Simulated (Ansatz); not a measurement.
ZnS, one structure, two calculations

Cell: a Materials Project structure (computed, not necessarily an observed phase), taken as it stands.

```cif
data_ZnS
_symmetry_space_group_name_H-M 'P6_3mc'
_symmetry_Int_Tables_number 186
_cell_length_a 3.8084
_cell_length_b 3.8084
_cell_length_c 24.8910
_cell_angle_alpha 90.000
_cell_angle_beta 90.000
_cell_angle_gamma 120.000
loop_
_atom_site_label
_atom_site_type_symbol
_atom_site_symmetry_multiplicity
_atom_site_Wyckoff_symbol
_atom_site_fract_x
_atom_site_fract_y
_atom_site_fract_z
Zn1 Zn 2 b 0.3333 0.6667 0.7499
Zn2 Zn 2 b 0.3333 0.6667 0.1248
Zn3 Zn 2 a 0.0000 0.0000 0.0000
Zn4 Zn 2 b 0.6667 0.3333 0.8753
S9 S 2 a 0.0000 0.0000 0.5937
S10 S 2 b 0.6667 0.3333 0.9690
S11 S 2 b 0.3333 0.6667 0.2185
S12 S 2 b 0.6667 0.3333 0.3439
```

One atom of each set is listed.

First run. Method: Kohn–Sham DFT in Ansatz, PBE, plane waves and PAW, scalar-relativistic, 420 eV cutoff, Γ-centred 8×8×2 k-points, Fermi–Dirac smearing 0.02 eV.

```
site  V_zz (10²¹ V/m²)     η
 Zn2             0.065  0.00
 Zn3             0.030  0.00
 Zn4             0.028  0.00
  S9            -0.054  0.00
 S10            -0.031  0.00
 S11             0.084  0.00
 S12              0.22  0.00
```

Second run. The same atoms and settings, except that the functional is r2SCAN and the cutoff is 500 eV.

(1) What does the second run give?

Results:

(1) 

| site | V_zz | η | change of V_zz |
| --- | --- | --- | --- |
| Zn2 | 0.071 | 0.00 | +0.01 |
| Zn3 | 0.033 | 0.00 | 0.00 |
| Zn4 | 0.025 | 0.00 | 0.00 |
| S9 | -0.057 | 0.00 | 0.00 |
| S10 | -0.034 | 0.00 | 0.00 |
| S11 | 0.064 | 0.00 | -0.02 |
| S12 | 0.24 | 0.00 | +0.02 |

No V_zz moves by more than 0.02. Sites with |V_zz| of 0.02 or less aren't listed.

For the second run: With these PAW files V_zz is typically within 2 to 3 % of all-electron values, but misses above 10 % occur on Zn.
